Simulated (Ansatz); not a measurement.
An Ansatz (a program for electronic structure) run. Input:

Ansatz 0.2 input:
```yaml
crystal:
  lattice:
    - [0.0, 4.8303475486, 4.8303475486]
    - [4.8303475486, 0.0, 4.8303475486]
    - [4.8303475486, 4.8303475486, 0.0]
  atoms:
    - { symbol: Al, position: [0.0, 0.0, 0.0] }
    - { symbol: S, position: [0.3652520095, 0.3652520095, 0.9042439714] }
    - { symbol: S, position: [0.3652520095, 0.9042439714, 0.3652520095] }
    - { symbol: S, position: [0.9042439714, 0.3652520095, 0.3652520095] }
    - { symbol: S, position: [0.3652520095, 0.3652520095, 0.3652520095] }
    - { symbol: S, position: [0.8646112957, 0.8646112957, 0.406166113] }
    - { symbol: S, position: [0.8646112957, 0.406166113, 0.8646112957] }
    - { symbol: S, position: [0.406166113, 0.8646112957, 0.8646112957] }
    - { symbol: S, position: [0.8646112957, 0.8646112957, 0.8646112957] }
    - { symbol: Mo, position: [0.6027074986, 0.6027074986, 0.1918775042] }
    - { symbol: Mo, position: [0.6027074986, 0.1918775042, 0.6027074986] }
    - { symbol: Mo, position: [0.1918775042, 0.6027074986, 0.6027074986] }
    - { symbol: Mo, position: [0.6027074986, 0.6027074986, 0.6027074986] }
kpoints:
  mp_grid: { grid: [8, 8, 8] }
basis: { xc_grid: 2 }
hamiltonian:
  xc: pbesol
  pseudopotentials: { kind: paw }
scf:
  occupations: { method: gaussian, width: 0.05 }
checkpoint: { read: metal.run }
output: { bader: true, populations: true }
```

Output (shortened):

```
Pseudopotential: Al, paw, valence charge 3
Pseudopotential: S, paw, valence charge 6
Pseudopotential: Mo, paw, valence charge 14
Functional definition: PBEsol
Crystal: 13 atoms, lattice volume = 225.406 Å³
Basis set: ecut = 420 eV, 4477 PW (Γ), exchange–correlation on 96×96×96 points (8 copies of the dense FFT grid, shifted against one another)
Bands: 80, of which v1, the nominal top of the filled ones, is band 54 counted from 1 (53 counted from 0)
Symmetry: 24 space group operations
Space group: F-43m (ITA 216), of the structure as read, at distance tolerance 6.1e-5 Å
k-points: 29 of 512 (time reversal used)
Stability of the state it starts from, as read at its close in the unpolarized treatment …
iter 1 solved again at ethr=2.82e-7 eV; its pass at ethr=3.10e-3 eV (dr2=3.02e-4 eV) is discarded
SCF iter   1: F=—  HF=-27205.576935 eV  |F-HF|=—  |Δ(HF+E_count)|=         —  Δρ=6.11e-7  dr2=1.48e-9  ethr=2.82e-7  ⟨swp⟩=4.0  Hψ=16350  notcnv=0  defer=1
preconditioner: auto → Kerker (q_TF=auto, 2.410 Å⁻¹)
SCF iter   2: F=—  HF=-27205.576720 eV  |F-HF|=—  |Δ(HF+E_count)|=   2.14e-4  Δρ=2.67e-7  dr2=2.36e-10  ethr=1.38e-12  ⟨swp⟩=5.0  Hψ=10304  notcnv=0
SCF iter   3: F=-27205.576720 eV  HF=-27205.576720 eV  |F-HF|=8.73e-11  |Δ(HF+E_count)|=  1.82e-11  Δρ=1.83e-7  dr2=1.16e-10  ethr=1.00e-12  ⟨swp⟩=1.0  Hψ=4736  notcnv=0
SCF 1 converged in 3 iterations: F = -27205.576720 eV  dr2 = 1.16e-10
SCF converged after 3 iterations
Free energy (F): -27205.576720 eV
Harris-Foulkes:  -27205.576720 eV  (|F-HF|=8.73e-11)
Internal energy: -27205.552542 eV  (E = F + TS)
E sigma→0 (E₀):  -27205.564631 eV
Entropy (-TS):   -0.024178 eV (-1.860 meV/atom)
Fermi energy:    10.811844 eV
--- Per-component energies (eV) ---
  E_band       = -575.363940
  E_kinetic    = 2656.631594
  E_local      = -7443.966419  (includes V_loc(G=0)·N_el)
  E_nonlocal   = 817.880204
  E_hartree    = 2834.260581
  E_xc         = -1543.668450
  E_vxc        = -1649.740026  (∫ρ·V_xc dr)
  E_paw        = -17704.177954  (= ΣΔE_a)
  E_vpaw       = -624.690482  (= ΣTr[D̂ρ^β])
  E_aug_tail   = 0.000148  (compensation charges beyond the density's cutoff)
  E_ewald      = -6823.864176
  E_core_change = 1.351931  (= ΣΔE_core)
  E_smearing   = -0.024178  (= −TS)
  E_closure    = 0.000000  (closes the sum)
  Σ components = -27205.576720   (vs F -27205.576720, Δ=0.00e0)
  [band-id]    e_kinetic+e_local+e_nonlocal+2·e_hartree+e_vxc+e_vpaw+e_augmentation_tail = -575.363820   (vs E_band -575.363940, Δ=1.20e-4)
--- Band table (eV; the first three rows and the last of 29) ---
  k-point 0: bands = ["-49.9965", "-49.9069", "-49.9069", "-49.9069", "-24.6026", "-24.3025", "-24.3025", "-24.3025", "-24.1709", "-24.1709", "-23.9454", "-23.9454", "-23.9454", "-23.9009", "-23.9009", "-23.9009", "-3.8835", "-2.0997", "-2.0461", "-2.0461", …
  k-point 1: bands = ["-49.9964", "-49.9070", "-49.9069", "-49.9069", "-24.6008", "-24.3021", "-24.3016", "-24.3016", "-24.1707", "-24.1707", "-23.9462", "-23.9462", "-23.9454", "-23.9035", "-23.9012", "-23.9012", "-3.8294", "-2.1743", "-2.0560", "-2.0451", …
  k-point 2: bands = ["-49.9962", "-49.9072", "-49.9069", "-49.9069", "-24.5962", "-24.3009", "-24.2995", "-24.2995", "-24.1700", "-24.1700", "-23.9483", "-23.9483", "-23.9454", "-23.9100", "-23.9021", "-23.9021", "-3.6724", "-2.3378", "-2.2024", "-2.0429", …
  k-point 28: bands = ["-49.9958", "-49.9076", "-49.9069", "-49.9069", "-24.5851", "-24.2997", "-24.2951", "-24.2921", "-24.1703", "-24.1670", "-23.9520", "-23.9501", "-23.9497", "-23.9187", "-23.9080", "-23.9071", "-2.9521", "-2.6286", "-2.5899", "-2.5070", …
--- Löwdin populations: 13 sites ---
  site symbol       q [e]
     0     Al      2.4664
     1      S      6.0016
     2      S      6.0016
     3      S      6.0016
     4      S      6.0016
     5      S      6.2444
     6      S      6.2444
     7      S      6.2444
     8      S      6.2444
     9     Mo     13.6862
    10     Mo     13.6862
    11     Mo     13.6862
    12     Mo     13.6862
  spilling = 0.007520 (of n_electrons = 107.000000)
--- Bader charges: 13 sites ---
  site symbol  charge [e]  shift [e]
     0     Al      2.2404     0.0000
     1      S     -0.6460     0.0014
     2      S     -0.6460     0.0014
     3      S     -0.6460     0.0014
     4      S     -0.6460     0.0014
     5      S     -1.0729     0.0004
     6      S     -1.0729     0.0004
     7      S     -1.0729     0.0004
     8      S     -1.0728     0.0004
     9     Mo      1.1588     0.0017
    10     Mo      1.1588     0.0017
    11     Mo      1.1588     0.0017
    12     Mo      1.1588     0.0017
  shift: an alarm, by how much a part of what the PAW files miss would move the charge. Where it is large, compare
  with a run on PAW files of another source; a small one proves nothing
  estimated error of the sums over rays = 4.1e-4 e
```

Cost: roughly 2.5 core-minutes on shared cores.

The workflow started from an entry of the Crystallography Open Database (COD), which files this formula under 2 space groups. Whether it is the stable phase at ambient conditions was not checked. Symmetry was held in the PBEsol relaxation; its stability against distortions is not shown here. The run is not spin-polarised. With an odd number of electrons in the cell and no spin polarisation, the count alone makes it a metal. Scalar-relativistic: spin–orbit coupling is off unless named, which matters more the heavier the elements.

Potentials: the later of the program's two PAW sets.

Ansatz is a plane-wave DFT program.
